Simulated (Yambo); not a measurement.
**Optical response of AlBO₃**

```xyz
10
Lattice="2.2527 1.3006 4.6343 -2.2527 1.3006 4.6343 0.0000 -2.6012 4.6343" Properties=species:S:1:pos:R:3 pbc="T T T"
B      0.0000     0.0000    10.4272
B      0.0000     0.0000     3.4757
O      0.6936     1.3998     5.7929
O     -0.6936    -1.3998     8.1100
O     -1.5591    -0.0992     5.7929
O      1.5591     0.0992     8.1100
O      0.8655    -1.3006     5.7929
O     -0.8655     1.3006     8.1100
Al     0.0000     0.0000     6.9515
Al     0.0000     0.0000     0.0000
```

Yambo, RPA with local fields on LDA bands; 6×6×6 mesh, 70 bands, 3 Ry local-field block, 0.2 eV broadening; field along x.

```
E (eV)  Im ε   Re ε  Im ε, independent particles
------  ----  -----  ---------------------------
0.0     0.00   3.26                         0.00
0.5     0.00   3.26                         0.00
1.0     0.01   3.28                         0.01
1.5     0.01   3.30                         0.01
2.0     0.01   3.33                         0.02
2.5     0.02   3.37                         0.02
3.0     0.02   3.42                         0.03
3.5     0.03   3.49                         0.04
4.0     0.04   3.58                         0.05
4.5     0.05   3.69                         0.06
5.0     0.07   3.84                         0.08
5.5     0.11   4.04                         0.12
6.0     0.21   4.31                         0.24
6.5     0.36   4.70                         0.43
7.0     0.90   4.97                         1.11
7.5     1.32   5.18                         2.08
8.0     2.40   5.41                         3.81
8.5     2.86   5.04                         3.44
9.0     3.74   3.57                         3.44
9.5     3.19   2.98                         2.94
10.0    3.05   2.61                         2.71
10.5    2.88   2.53                         2.68
11.0    2.55   2.61                         2.50
11.5    2.39   2.82                         2.48
12.0    2.92   2.68                         3.08
12.5    3.05   2.48                         3.26
13.0    3.04   2.50                         3.44
13.5    3.07   2.17                         3.60
14.0    3.18   2.11                         3.81
14.5    3.40   1.79                         4.01
15.0    3.50   1.39                         4.12
15.5    3.16   1.03                         3.70
16.0    2.92   1.14                         3.36
16.5    3.11   1.28                         3.55
17.0    3.34   1.02                         4.08
17.5    3.64   0.24                         4.03
18.0    3.02  -0.13                         3.14
18.5    3.01  -0.17                         3.08
19.0    2.51  -0.56                         2.41
19.5    2.09  -0.46                         1.95
20.0    1.98  -0.49                         1.82
```

Peak heights and small wiggles depend on the k mesh. Convergence of the RPA response with its 6×6×6 mesh was not tested. No excitonic effects at this level.

Geometry of the Materials Project entry, not relaxed at this level.
